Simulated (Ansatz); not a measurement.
# Trial structures of Sc₂GaSbAs₂: starts and ends

These are results of DFT PBE, scalar-relativistic, plane waves, PAW in Ansatz 0.2.0, not measurements. All cells share a 420 eV cutoff and Γ-centred k meshes spaced at most about 0.3 Å⁻¹ (about 0.25 or finer for metals, 2π included). No spin polarisation in the final relaxations.

Each guess was relaxed in cell and atoms at zero pressure, within the symmetry of its start. These are static total energies at zero pressure. Coordination counts As or Sb atoms around Ga and Sc (for each partner element, those within 1.25 times its shortest distance or 1.15 times the sum of covalent radii, where it is the nearest in units of that sum or under 1.3; a plus sign parts groups by distance over the sum of covalent radii).

| guess | made from | start group | V start (Å³/atom) | end group | V end (Å³/atom) | coordination at the end | gap on mesh (eV) | E over the lowest end (meV/atom) |
| --- | --- | --- | --- | --- | --- | --- | --- | --- |
| 1 | LaYMn2Si2 type | P4mm | 23.2 | ? | ? | ? | ? | ? |
| 2 | Nd2FeSi2Ru type | P-4m2 | 23.9 | P-4m2 | 21.0 | Sc 7, Ga 4 | 0 | 0 |
| 3 | CeNi2B2C type | I4/mmm | 18.9 | I4/mmm | 25.7 | Sc 4+4, Ga 2 | 0 | 208 |
| 4 | random cell | P4/mmm | 42.9 | P4/mmm | 26.6 | Sc 4, Ga 2+4 | 0 | 558 |

Guess 1 as it starts:

```
Sc Ga Sb As
1.0
     4.43003    0.00000    0.00000
     0.00000    4.43003    0.00000
     0.00000    0.00000    7.09800
Sc Ga Sb As
2 1 1 2
Direct
  0.50000 0.00000 0.99462
  0.00000 0.50000 0.99462
  0.00000 0.00000 0.69730
  0.50000 0.50000 0.32032
  0.50000 0.50000 0.82875
  0.00000 0.00000 0.16438
```

Problem. Fill in the missing row: what does this guess relax into, and where does it rank?

Solution. It ends in space group P4mm (No. 99), with a = 4.727 Å, c = 6.116 Å, 22.8 Å³/atom and no gap. It lies 226 meV/atom over the lowest end, above guess 3 and below guess 4. Counting As or Sb atoms around Ga and Sc, this end has Sc 6, Ga 1 and the lowest (guess 2) has Sc 7, Ga 4.

Space group P4mm (No. 99). a = 4.727 Å, b = 4.727 Å, c = 6.116 Å, α = 90.00°, β = 90.00°, γ = 90.00°
```
atom  site  symmetry       x       y       z
  Sc    2c      2mm.  0.5000  0.0000  0.9987
  Ga    1a       4mm  0.0000  0.0000  0.6824
  Sb    1b       4mm  0.5000  0.5000  0.3017
  As    1b       4mm  0.5000  0.5000  0.7535
  As    1a       4mm  0.0000  0.0000  0.2650
```

Formation energies are uncorrected and refer to the elements' standard structures at the same level.

Problem. Is the lowest end bound against the elements?

Solution. Yes: its formation energy is −0.70 eV/atom. It lies below the elements, which doesn't yet make it stable against other compounds or structures.

Spin–orbit coupling, which can matter for Sb, is left out. The reference form of As is held partly by dispersion forces, which this level lacks. Cells relaxed within their symmetry can be saddle points. A lower structure may well exist outside this small set. Some structure types and database cells were kept out of the candidates from the start, so a known form may be missing.
